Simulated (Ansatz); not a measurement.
The following input was run with Ansatz 0.2.0.

```yaml
crystal:
  lattice:
    - [1.5994260774, 0.9234290764, 7.7548432223]
    - [-1.5994260774, 0.9234290764, 7.7548432223]
    - [0.0, -1.8468581527, 7.7548432223]
  atoms:
    - { symbol: Hf, position: [0.77941866, 0.77941866, 0.77941866] }
    - { symbol: Hf, position: [0.22058134, 0.22058134, 0.22058134] }
    - { symbol: Hf, position: [0.0, 0.0, 0.0] }
    - { symbol: "N", position: [0.61191553, 0.61191553, 0.61191553] }
    - { symbol: "N", position: [0.38808447, 0.38808447, 0.38808447] }
basis:
  ecutwfc: 500
kpoints:
  mp_grid: { grid: [12, 12, 12] }
hamiltonian:
  xc: r2scan
scf:
  occupations: { method: gaussian, width: 0.1 }
output:
  forces: true
  stress: true
  eigenvalues: true
  write_density: true
  write_potential: true
  elf: true
  volumetric_format: npy
relax:
  adjacent_minimum: "off"
  f_tol: 0.005
  max_steps: 80
  cell: { stress_tol: 0.05 }
```

Launched with
```bash
ansatz run input.yaml --threads 1 --pin off --max-ram 2560MiB --backend cpu --events-out ev --progress --plain --runs-dir out
```

Computed with DFT r2SCAN, scalar-relativistic, plane waves, PAW (Ansatz 0.2.0).

Abridged output:

```
Pseudopotentials: kind: paw
Pseudopotential: Hf, paw, valence charge 26, recommended cutoff 500 eV (meta_gga)
Pseudopotential: N, paw, valence charge 5, recommended cutoff 500 eV (meta_gga)
Functional definition: r2SCAN
Crystal: 5 atoms, lattice volume = 68.721 Å³
Basis set: ecut = 500 eV, 1733 PW (Γ), FFT grids on a1−a2, a2, −a2+a3, exchange–correlation on 96×240×96 points (64 copies of the dense FFT grid, shifted against one another)
Bands: 53, of which v1, the nominal top of the filled ones, is band 44 counted from 1 (43 counted from 0)
Symmetry: 12 space group operations
Space group: R-3m (ITA 166), of the structure as read, at distance tolerance 4.1e-5 Å
k-points: 189 of 1728
Initial density: superposition of atomic densities (neutral atoms: chi_scale 0, normalization atom), corrected by the library's trained network
Initial wavefunctions: pseudopotential atomic-orbital guess
Functional: x = r2scan, c = r2scan; τ floored in thin density (d = 2e-4 eV/Å³)
SCF iter   1: F=—  HF=-47976.792442 eV  |F-HF|=—  |Δ(HF+E_count)|=         —  Δρ=1.45e-2  dr2=5.25e-1  dr2_τ=2.80e-1  ethr=1.77e-3  ⟨swp⟩=4.6  Hψ=29795  notcnv=0  defer=72
SCF iter   2: F=—  HF=-47976.874386 eV  |F-HF|=—  |Δ(HF+E_count)|=   8.19e-2  Δρ=9.27e-3  dr2=2.55e-1  dr2_τ=3.78e-3  ethr=5.97e-4  ⟨swp⟩=2.0  Hψ=17218  notcnv=0  defer=660
SCF iter   3: F=—  HF=-47976.861766 eV  |F-HF|=—  |Δ(HF+E_count)|=   1.26e-2  Δρ=5.66e-3  dr2=1.15e-1  dr2_τ=1.39e-3  ethr=2.90e-4  ⟨swp⟩=2.2  Hψ=15091  notcnv=0  defer=660
SCF iter   4: F=—  HF=-47976.853095 eV  |F-HF|=—  |Δ(HF+E_count)|=   8.67e-3  Δρ=1.91e-3  dr2=8.11e-3  dr2_τ=1.60e-4  ethr=1.31e-4  ⟨swp⟩=2.0  Hψ=11820  notcnv=0  defer=660
SCF iter   5: F=—  HF=-47976.852309 eV  |F-HF|=—  |Δ(HF+E_count)|=   7.86e-4  Δρ=8.54e-4  dr2=7.68e-4  dr2_τ=4.04e-5  ethr=9.21e-6  ⟨swp⟩=2.0  Hψ=11932  notcnv=0  defer=660
SCF iter   6: F=—  HF=-47976.852295 eV  |F-HF|=—  |Δ(HF+E_count)|=   1.36e-5  Δρ=3.67e-4  dr2=1.92e-4  dr2_τ=2.30e-5  ethr=8.72e-7  ⟨swp⟩=2.0  Hψ=17724  notcnv=0  defer=660
SCF iter   7: F=—  HF=-47976.852199 eV  |F-HF|=—  |Δ(HF+E_count)|=   9.66e-5  Δρ=1.87e-4  dr2=2.93e-5  dr2_τ=3.40e-6  ethr=2.18e-7  ⟨swp⟩=2.0  Hψ=17673  notcnv=0  defer=660
SCF iter   8: F=—  HF=-47976.852194 eV  |F-HF|=—  |Δ(HF+E_count)|=   4.54e-6  Δρ=1.02e-4  dr2=1.06e-5  dr2_τ=1.06e-6  ethr=3.33e-8  ⟨swp⟩=2.0  Hψ=18318  notcnv=0  defer=660
SCF iter   9: F=—  HF=-47976.852195 eV  |F-HF|=—  |Δ(HF+E_count)|=   8.83e-7  Δρ=3.81e-5  dr2=1.18e-6  dr2_τ=1.39e-7  ethr=1.20e-8  ⟨swp⟩=2.0  Hψ=15405  notcnv=0  defer=660
SCF iter  10: F=—  HF=-47976.852195 eV  |F-HF|=—  |Δ(HF+E_count)|=   1.32e-7  Δρ=1.13e-5  dr2=1.17e-7  dr2_τ=1.80e-9  ethr=1.34e-9  ⟨swp⟩=2.0  Hψ=17667  notcnv=0  defer=660
SCF iter  11: F=-47976.852195 eV  HF=-47976.852195 eV  |F-HF|=9.88e-9  |Δ(HF+E_count)|=   1.00e-8  Δρ=3.06e-6  dr2=6.71e-9  dr2_τ=8.19e-10  ethr=1.14e-10  ⟨swp⟩=13.7  Hψ=71171  notcnv=0
SCF 1 converged in 11 iterations: F = -47976.852195 eV  dr2 = 6.71e-9
relax step   1: F+E_penalty+E_count = -47976.85219517 eV  Δ(F+E_penalty+E_count) = +0.000e0 eV  max|allowed force component| = 1.309e-1 eV/Å  Δτ_max = 0.0000 Å  P = +1.994 GPa  Ω = 68.721 Å³  (11 SCF iters, dr2 threshold 1.00e-7 eV, accepted)
Crystal: 5 atoms, lattice volume = 70.017 Å³
Basis set: ecut = 500 eV, 1769 PW (Γ), FFT grids on a1−a2, a2, −a2+a3, exchange–correlation on 96×240×96 points (64 copies of the dense FFT grid, shifted against one another)
Initial density: handed on by an earlier stage of this run
Initial wavefunctions: those handed on with the density
SCF iter   1: F=—  HF=-47976.821295 eV  |F-HF|=—  |Δ(HF+E_count)|=         —  Δρ=2.16e-3  dr2=2.36e-2  dr2_τ=3.29e-2  ethr=2.72e-5  ⟨swp⟩=2.0  Hψ=40810  notcnv=0
SCF iter   2: F=—  HF=-47976.849888 eV  |F-HF|=—  |Δ(HF+E_count)|=   2.86e-2  Δρ=1.50e-3  dr2=9.67e-3  dr2_τ=1.01e-4  ethr=2.68e-5  ⟨swp⟩=2.0  Hψ=16804  notcnv=0
SCF iter   3: F=—  HF=-47976.849285 eV  |F-HF|=—  |Δ(HF+E_count)|=   6.03e-4  Δρ=1.01e-3  dr2=2.96e-3  dr2_τ=2.17e-4  ethr=1.10e-5  ⟨swp⟩=2.0  Hψ=15034  notcnv=0
SCF iter   4: F=—  HF=-47976.848995 eV  |F-HF|=—  |Δ(HF+E_count)|=   2.91e-4  Δρ=6.08e-4  dr2=4.83e-4  dr2_τ=2.43e-5  ethr=3.36e-6  ⟨swp⟩=1.8  Hψ=10615  notcnv=0
SCF iter   5: F=—  HF=-47976.848956 eV  |F-HF|=—  |Δ(HF+E_count)|=   3.83e-5  Δρ=1.66e-4  dr2=5.82e-5  dr2_τ=3.80e-6  ethr=5.49e-7  ⟨swp⟩=2.0  Hψ=16020  notcnv=0
SCF iter   6: F=—  HF=-47976.848929 eV  |F-HF|=—  |Δ(HF+E_count)|=   2.71e-5  Δρ=1.57e-4  dr2=1.55e-5  dr2_τ=1.01e-6  ethr=6.62e-8  ⟨swp⟩=2.0  Hψ=18141  notcnv=0
SCF iter   7: F=—  HF=-47976.848927 eV  |F-HF|=—  |Δ(HF+E_count)|=   1.76e-6  Δρ=3.58e-5  dr2=1.95e-6  dr2_τ=1.90e-7  ethr=1.76e-8  ⟨swp⟩=2.0  Hψ=18330  notcnv=0
SCF iter   8: F=-47976.848927 eV  HF=-47976.848928 eV  |F-HF|=1.71e-7  |Δ(HF+E_count)|=   1.16e-7  Δρ=1.46e-5  dr2=2.34e-7  dr2_τ=9.34e-9  ethr=5.68e-10  ⟨swp⟩=10.6  Hψ=85886  notcnv=0
SCF 2 converged in 8 iterations: F = -47976.848927 eV  dr2 = 2.34e-7
relax step   2: F+E_penalty+E_count = -47976.84892739 eV  Δ(F+E_penalty+E_count) = +3.268e-3 eV  max|allowed force component| = 1.657e-1 eV/Å  Δτ_max = 0.0075 Å  P = -2.069 GPa  Ω = 70.017 Å³  energy of the carried Pulay correction = -2.939e-4 eV  (8 SCF iters, dr2 threshold 5.00e-7 eV, rejected (line search))
Crystal: 5 atoms, lattice volume = 69.283 Å³
SCF iter   1: F=—  HF=-47976.836639 eV  |F-HF|=—  |Δ(HF+E_count)|=         —  Δρ=2.42e-3  dr2=2.51e-2  dr2_τ=3.51e-2  ethr=2.92e-5  ⟨swp⟩=2.2  Hψ=41402  notcnv=0
SCF iter   2: F=—  HF=-47976.857240 eV  |F-HF|=—  |Δ(HF+E_count)|=   2.06e-2  Δρ=1.45e-3  dr2=1.03e-2  dr2_τ=6.69e-5  ethr=2.85e-5  ⟨swp⟩=2.0  Hψ=16659  notcnv=0
SCF iter   3: F=—  HF=-47976.856411 eV  |F-HF|=—  |Δ(HF+E_count)|=   8.29e-4  Δρ=7.38e-4  dr2=1.46e-3  dr2_τ=1.18e-4  ethr=1.18e-5  ⟨swp⟩=3.0  Hψ=16589  notcnv=0
SCF iter   4: F=—  HF=-47976.856119 eV  |F-HF|=—  |Δ(HF+E_count)|=   2.92e-4  Δρ=3.75e-4  dr2=2.25e-4  dr2_τ=1.24e-5  ethr=1.66e-6  ⟨swp⟩=2.0  Hψ=15083  notcnv=0
SCF iter   5: F=—  HF=-47976.856115 eV  |F-HF|=—  |Δ(HF+E_count)|=   3.67e-6  Δρ=1.87e-4  dr2=4.04e-5  dr2_τ=3.06e-6  ethr=2.55e-7  ⟨swp⟩=2.6  Hψ=16146  notcnv=0
SCF iter   6: F=—  HF=-47976.856113 eV  |F-HF|=—  |Δ(HF+E_count)|=   2.06e-6  Δρ=7.92e-5  dr2=4.80e-6  dr2_τ=3.84e-7  ethr=4.59e-8  ⟨swp⟩=2.0  Hψ=18146  notcnv=0
SCF iter   7: F=—  HF=-47976.856113 eV  |F-HF|=—  |Δ(HF+E_count)|=   6.23e-8  Δρ=3.58e-5  dr2=1.07e-6  dr2_τ=9.64e-8  ethr=5.46e-9  ⟨swp⟩=2.0  Hψ=18317  notcnv=0
SCF iter   8: F=—  HF=-47976.856113 eV  |F-HF|=—  |Δ(HF+E_count)|=   2.43e-7  Δρ=1.62e-5  dr2=2.74e-7  dr2_τ=2.19e-8  ethr=1.22e-9  ⟨swp⟩=2.0  Hψ=18145  notcnv=0
SCF iter   9: F=—  HF=-47976.856113 eV  |F-HF|=—  |Δ(HF+E_count)|=   1.53e-8  Δρ=7.76e-6  dr2=4.13e-8  dr2_τ=1.09e-9  ethr=3.12e-10  ⟨swp⟩=2.0  Hψ=18334  notcnv=0
SCF iter  10: F=—  HF=-47976.856113 eV  |F-HF|=—  |Δ(HF+E_count)|=   6.46e-9  Δρ=2.18e-6  dr2=4.34e-9  dr2_τ=1.41e-10  ethr=4.69e-11  ⟨swp⟩=2.0  Hψ=18330  notcnv=0
SCF iter  11: F=—  HF=-47976.856113 eV  |F-HF|=—  |Δ(HF+E_count)|=   1.32e-9  Δρ=6.87e-7  dr2=3.78e-10  dr2_τ=3.97e-11  ethr=4.94e-12  ⟨swp⟩=2.0  Hψ=18125  notcnv=0
SCF iter  12: F=—  HF=-47976.856113 eV  |F-HF|=—  |Δ(HF+E_count)|=  8.00e-11  Δρ=2.11e-7  dr2=4.26e-11  dr2_τ=5.40e-12  ethr=1.00e-12  ⟨swp⟩=5.4  Hψ=54141  notcnv=0
SCF iter  13: F=-47976.856113 eV  HF=-47976.856113 eV  |F-HF|=1.46e-11  |Δ(HF+E_count)|=  1.46e-11  Δρ=1.02e-7  dr2=1.22e-11  dr2_τ=8.87e-13  ethr=1.00e-12  ⟨swp⟩=5.7  Hψ=45949  notcnv=0
the search or the solves at the SCF's close seem to have found levels that the self-consistency loop had missed (the run counts 1). By its estimate they hold under 1e-12 electrons; where the run keeps them, the occupations were computed again with them
SCF 3 converged in 13 iterations: F = -47976.856113 eV  dr2 = 1.22e-11
relax step   3: F+E_penalty+E_count = -47976.85611262 eV  Δ(F+E_penalty+E_count) = -3.917e-3 eV  max|allowed force component| = 4.992e-2 eV/Å  Δτ_max = 0.0051 Å  P = -0.003 GPa  Ω = 69.283 Å³  energy of the carried Pulay correction = -1.280e-4 eV  (13 SCF iters, accepted)
Crystal: 5 atoms, lattice volume = 69.296 Å³
Basis set: ecut = 500 eV, 1763 PW (Γ), FFT grids on a1−a2, a2, −a2+a3, exchange–correlation on 96×240×96 points (64 copies of the dense FFT grid, shifted against one another)
SCF iter   1: F=—  HF=-47976.856362 eV  |F-HF|=—  |Δ(HF+E_count)|=         —  Δρ=2.88e-4  dr2=2.78e-4  dr2_τ=3.24e-4  ethr=3.13e-7  ⟨swp⟩=2.3  Hψ=35847  notcnv=0
SCF iter   2: F=—  HF=-47976.856430 eV  |F-HF|=—  |Δ(HF+E_count)|=   6.86e-5  Δρ=1.72e-4  dr2=1.27e-4  dr2_τ=9.81e-7  ethr=3.13e-7  ⟨swp⟩=1.1  Hψ=10041  notcnv=0
SCF iter   3: F=—  HF=-47976.856421 eV  |F-HF|=—  |Δ(HF+E_count)|=   9.07e-6  Δρ=1.00e-4  dr2=1.46e-5  dr2_τ=1.51e-6  ethr=1.45e-7  ⟨swp⟩=2.0  Hψ=15532  notcnv=0
SCF iter   4: F=—  HF=-47976.856418 eV  |F-HF|=—  |Δ(HF+E_count)|=   3.22e-6  Δρ=4.88e-5  dr2=2.36e-6  dr2_τ=1.22e-7  ethr=1.65e-8  ⟨swp⟩=2.0  Hψ=15517  notcnv=0
SCF iter   5: F=—  HF=-47976.856418 eV  |F-HF|=—  |Δ(HF+E_count)|=   8.68e-8  Δρ=1.94e-5  dr2=4.47e-7  dr2_τ=3.84e-8  ethr=2.68e-9  ⟨swp⟩=2.0  Hψ=16064  notcnv=0
SCF iter   6: F=-47976.856418 eV  HF=-47976.856418 eV  |F-HF|=2.01e-8  |Δ(HF+E_count)|=   1.17e-7  Δρ=8.48e-6  dr2=5.37e-8  dr2_τ=5.24e-9  ethr=5.00e-10  ⟨swp⟩=9.2  Hψ=69499  notcnv=0
SCF 4 converged in 6 iterations: F = -47976.856418 eV  dr2 = 5.37e-8
  Residual-converged pass: ⟨swp⟩=1.0  Hψ=10773  notcnv=0  max |occ|·‖R‖ = 7.1e-9 eV (tolerance 1.0e-8 eV) dr2=5.37e-8  dr2_τ=5.24e-9  dr2_onsite=3.46e-8  max |Δocc| = 7.7e-11
relax step   4: F+E_penalty+E_count = -47976.85641770 eV  Δ(F+E_penalty+E_count) = -3.051e-4 eV  max|allowed force component| = 2.486e-2 eV/Å  Δτ_max = 0.0020 Å  P = -0.032 GPa  Ω = 69.296 Å³  energy of the carried Pulay correction = -1.310e-4 eV  (6 SCF iters, dr2 threshold 4.40e-7 eV, accepted)
Crystal: 5 atoms, lattice volume = 69.307 Å³
SCF iter   1: F=—  HF=-47976.856394 eV  |F-HF|=—  |Δ(HF+E_count)|=         —  Δρ=2.57e-4  dr2=4.43e-5  dr2_τ=3.80e-4  ethr=5.44e-8  ⟨swp⟩=2.0  Hψ=41195  notcnv=0
SCF iter   2: F=—  HF=-47976.856512 eV  |F-HF|=—  |Δ(HF+E_count)|=   1.18e-4  Δρ=1.19e-4  dr2=7.61e-6  dr2_τ=6.43e-7  ethr=5.04e-8  ⟨swp⟩=2.0  Hψ=18145  notcnv=0
SCF iter   3: F=—  HF=-47976.856513 eV  |F-HF|=—  |Δ(HF+E_count)|=   1.01e-6  Δρ=4.92e-5  dr2=1.88e-6  dr2_τ=8.67e-8  ethr=8.64e-9  ⟨swp⟩=2.2  Hψ=11974  notcnv=0
SCF iter   4: F=—  HF=-47976.856514 eV  |F-HF|=—  |Δ(HF+E_count)|=   2.90e-7  Δρ=1.88e-5  dr2=3.27e-7  dr2_τ=2.57e-8  ethr=2.13e-9  ⟨swp⟩=2.0  Hψ=17333  notcnv=0
SCF iter   5: F=-47976.856514 eV  HF=-47976.856514 eV  |F-HF|=2.17e-9  |Δ(HF+E_count)|=   1.27e-7  Δρ=1.08e-5  dr2=5.87e-8  dr2_τ=4.50e-9  ethr=7.67e-11  ⟨swp⟩=9.4  Hψ=78846  notcnv=0
SCF 5 converged in 5 iterations: F = -47976.856514 eV  dr2 = 5.87e-8
relax step   5: F+E_penalty+E_count = -47976.85651354 eV  Δ(F+E_penalty+E_count) = -9.585e-5 eV  max|allowed force component| = 5.605e-3 eV/Å  Δτ_max = 0.0021 Å  P = -0.024 GPa  Ω = 69.307 Å³  energy of the carried Pulay correction = -1.335e-4 eV  (5 SCF iters, dr2 threshold 6.75e-8 eV, accepted)
Crystal: 5 atoms, lattice volume = 69.298 Å³
SCF iter   1: F=—  HF=-47976.856511 eV  |F-HF|=—  |Δ(HF+E_count)|=         —  Δρ=6.82e-5  dr2=1.85e-5  dr2_τ=2.13e-5  ethr=2.17e-8  ⟨swp⟩=1.0  Hψ=32535  notcnv=0
SCF iter   2: F=—  HF=-47976.856525 eV  |F-HF|=—  |Δ(HF+E_count)|=   1.46e-5  Δρ=3.81e-5  dr2=7.17e-6  dr2_τ=3.90e-8  ethr=2.10e-8  ⟨swp⟩=2.0  Hψ=16511  notcnv=0
SCF iter   3: F=—  HF=-47976.856519 eV  |F-HF|=—  |Δ(HF+E_count)|=   6.53e-6  Δρ=1.55e-5  dr2=1.04e-6  dr2_τ=3.20e-8  ethr=8.14e-9  ⟨swp⟩=2.0  Hψ=14278  notcnv=0
SCF iter   4: F=—  HF=-47976.856518 eV  |F-HF|=—  |Δ(HF+E_count)|=   2.81e-7  Δρ=8.78e-6  dr2=2.18e-7  dr2_τ=5.08e-9  ethr=1.19e-9  ⟨swp⟩=2.1  Hψ=14509  notcnv=0
SCF iter   5: F=—  HF=-47976.856518 eV  |F-HF|=—  |Δ(HF+E_count)|=   7.81e-9  Δρ=4.92e-6  dr2=1.71e-8  dr2_τ=1.07e-9  ethr=2.48e-10  ⟨swp⟩=2.0  Hψ=10815  notcnv=0
SCF iter   6: F=—  HF=-47976.856518 eV  |F-HF|=—  |Δ(HF+E_count)|=  7.13e-10  Δρ=2.09e-6  dr2=2.58e-9  dr2_τ=6.18e-10  ethr=1.94e-11  ⟨swp⟩=2.0  Hψ=18336  notcnv=0
SCF iter   7: F=-47976.856518 eV  HF=-47976.856518 eV  |F-HF|=3.06e-10  |Δ(HF+E_count)|=   2.33e-9  Δρ=9.58e-7  dr2=6.43e-10  dr2_τ=4.32e-11  ethr=2.23e-12  ⟨swp⟩=6.9  Hψ=54813  notcnv=0
SCF 6 converged in 7 iterations: F = -47976.856518 eV  dr2 = 6.43e-10
relax step   6: F+E_penalty+E_count = -47976.85651834 eV  Δ(F+E_penalty+E_count) = -4.800e-6 eV  max|allowed force component| = 2.020e-5 eV/Å  Δτ_max = 0.0003 Å  P = -0.001 GPa  Ω = 69.298 Å³  energy of the carried Pulay correction = -1.315e-4 eV  (7 SCF iters, dr2 threshold 1.96e-9 eV, accepted)
Initial wavefunctions: pseudopotential atomic-orbital guess (no wavefunctions were taken with the density)
SCF iter   1: F=—  HF=-47976.856649 eV  |F-HF|=—  |Δ(HF+E_count)|=         —  Δρ=2.13e-5  dr2=1.51e-8  dr2_τ=5.51e-8  ethr=5.34e-8  ⟨swp⟩=3.4  Hψ=58018  notcnv=0
SCF iter   2: F=—  HF=-47976.856648 eV  |F-HF|=—  |Δ(HF+E_count)|=   5.58e-7  Δρ=1.10e-5  dr2=4.44e-9  dr2_τ=2.09e-8  ethr=1.71e-11  ⟨swp⟩=2.8  Hψ=21612  notcnv=0
SCF iter   3: F=—  HF=-47976.856648 eV  |F-HF|=—  |Δ(HF+E_count)|=   2.73e-7  Δρ=1.43e-6  dr2=1.56e-10  dr2_τ=3.12e-10  ethr=5.05e-12  ⟨swp⟩=2.0  Hψ=17419  notcnv=0
SCF iter   4: F=-47976.856648 eV  HF=-47976.856648 eV  |F-HF|=1.31e-10  |Δ(HF+E_count)|=   2.98e-9  Δρ=3.53e-7  dr2=4.32e-11  dr2_τ=2.40e-11  ethr=1.00e-12  ⟨swp⟩=7.9  Hψ=56336  notcnv=0
SCF 7 converged in 4 iterations: F = -47976.856648 eV  dr2 = 4.32e-11
SCF converged after 4 iterations
Free energy (F): -47976.856648 eV
Harris-Foulkes:  -47976.856648 eV  (|F-HF|=1.31e-10)
Internal energy: -47976.850827 eV  (E = F + TS)
E sigma→0 (E₀):  -47976.853738 eV
Entropy (-TS):   -0.005821 eV (-1.164 meV/atom)
Fermi energy:    21.852674 eV
--- Per-component energies (eV) ---
  E_band       = 304.964896
  E_kinetic    = 1536.741935
  E_local      = -14716.402854  (includes V_loc(G=0)·N_el)
  E_nonlocal   = -3655.150300
  E_hartree    = 6957.425161
  E_xc         = -972.413108
  E_vxc        = -1052.540914  (∫ρ·V_xc dr)
  E_paw        = -21113.943316  (= ΣΔE_a)
  E_vpaw       = 4224.830265  (= ΣTr[D̂ρ^β])
  E_aug_tail   = 0.000030  (compensation charges beyond the density's cutoff)
  E_vtau       = 52.636955  (kinetic-family band-sum trace: ∫τ·v_τ [+ j·A + Jᵃ·Aᵃ] dr)
  E_ewald      = -16014.013812
  E_core_change = 0.905436  (= ΣΔE_core)
  E_smearing   = -0.005821  (= −TS)
--- Forces (eV/Å), atoms counted from 1 ---
  atom   1  Hf     0.00000000     0.00000000    -0.00004519
  atom   2  Hf     0.00000000     0.00000000     0.00004519
  atom   3  Hf     0.00000000     0.00000000     0.00000000
  atom   4  N      0.00000000     0.00000000    -0.00000459
  atom   5  N      0.00000000     0.00000000     0.00000459
--- Stress (GPa, compression-positive) ---
       -0.000268       0.000000       0.000000
        0.000000      -0.000268       0.000000
        0.000000       0.000000      -0.002863
  P = ⅓ Tr σ = -0.0011 GPa (-0.011 kbar)
--- Band table (eV; the first three rows and the last of 189) ---
  k-point 0: bands = ["-42.7312", "-41.7382", "-41.6988", "-11.0354", "-10.5507", "-10.5507", "-10.1150", "-9.5769", "-9.5014", "-9.5014", "-9.4321", "-9.4321", "4.1680", "5.6027", "8.8784", "8.8784", "8.8805", "8.9331", "8.9359", "8.9359", "8.9588", "9.8548", "9.8642", "9.8642", "9.8723", "9.8723", "9.8725", "9.8772", "9.8812", "9.9093", "9.9093", "9.9180", "9.9180", "9.9487", "9.9508", "13.6461", "16.1897", "16.1897", "16.4734", "18.0792", "18.0792", "18.4744", "21.9669", "22.5390", "22.7589", "22.7589", "23.8378", "23.8378", "24.0340", "24.0340", "24.7066", "25.8498", "26.2943"]
  k-point 1: bands = ["-42.7286", "-41.7351", "-41.6968", "-11.0229", "-10.6058", "-10.5612", "-10.0943", "-9.6022", "-9.5203", "-9.5128", "-9.4753", "-9.4393", "4.2726", "5.5793", "8.8805", "8.8814", "8.8836", "8.9321", "8.9347", "8.9353", "8.9539", "9.8587", "9.8615", "9.8661", "9.8710", "9.8746", "9.8751", "9.8807", "9.8865", "9.9071", "9.9083", "9.9166", "9.9175", "9.9448", "9.9466", "13.8331", "15.8607", "16.2442", "16.8363", "17.3928", "17.9797", "18.8911", "21.3616", "22.5399", "22.9143", "22.9526", "23.6882", "23.7136", "24.4741", "24.5913", "24.9273", "25.6384", "26.3198"]
  k-point 2: bands = ["-42.7212", "-41.7265", "-41.6917", "-10.9885", "-10.7471", "-10.5897", "-10.0461", "-9.6934", "-9.5989", "-9.5433", "-9.5393", "-9.4593", "4.5524", "5.5146", "8.8874", "8.8896", "8.8929", "8.9237", "8.9330", "8.9372", "8.9418", "9.8579", "9.8688", "9.8708", "9.8719", "9.8812", "9.8815", "9.8865", "9.8960", "9.9037", "9.9059", "9.9137", "9.9147", "9.9342", "9.9370", "14.3401", "15.5646", "16.3683", "16.3914", "17.2001", "17.7480", "19.2415", "20.5996", "21.9235", "23.3641", "23.4543", "23.9780", "23.9873", "24.2754", "25.3486", "25.5061", "26.0793", "26.4171"]
  k-point 188: bands = ["-42.7312", "-41.7386", "-41.6983", "-11.0627", "-10.5508", "-10.5508", "-9.9964", "-9.6705", "-9.5006", "-9.5006", "-9.4329", "-9.4329", "4.2352", "5.5203", "8.8784", "8.8784", "8.8790", "8.9267", "8.9359", "8.9359", "8.9588", "9.8433", "9.8593", "9.8683", "9.8683", "9.8688", "9.8688", "9.8717", "9.9109", "9.9109", "9.9120", "9.9156", "9.9156", "9.9487", "9.9508", "13.9878", "15.6094", "16.2291", "16.2291", "17.9871", "17.9871", "19.9210", "20.7707", "22.4402", "22.4402", "23.4379", "23.4398", "24.6692", "24.6692", "24.9685", "24.9685", "25.6909", "25.6909"]
--- Relaxed structure (6 steps of the walk, 5 accepted, 1 SCFs on fresh bases) ---
  F+E_penalty+E_count = -47976.85664824 eV   max|allowed force component| = 4.519e-5 eV/Å   (the final SCF, on the basis selected at the relaxed cell)
  cell:  # Å, volume = 69.2982 Å³
    - [1.60439939, 0.92630042, 7.77152454]
    - [-1.60439939, 0.92630042, 7.77152454]
    - [0.0, -1.85260084, 7.77152454]
  atoms:
    - { symbol: Hf, position: [0.77964110, 0.77964110, 0.77964110] }
    - { symbol: Hf, position: [0.22035889, 0.22035889, 0.22035889] }
    - { symbol: Hf, position: [0.0, 0.0, 0.0] }
    - { symbol: N, position: [0.61208892, 0.61208892, 0.61208892] }
    - { symbol: N, position: [0.38791107, 0.38791107, 0.38791107] }
```

The relaxation met its thresholds.

Time: 12 min on 1 thread of Arm Neoverse V1, on a shared host, peak memory 0.97 GiB.

Spin–orbit coupling is left out, which can shift energies with elements as heavy as these.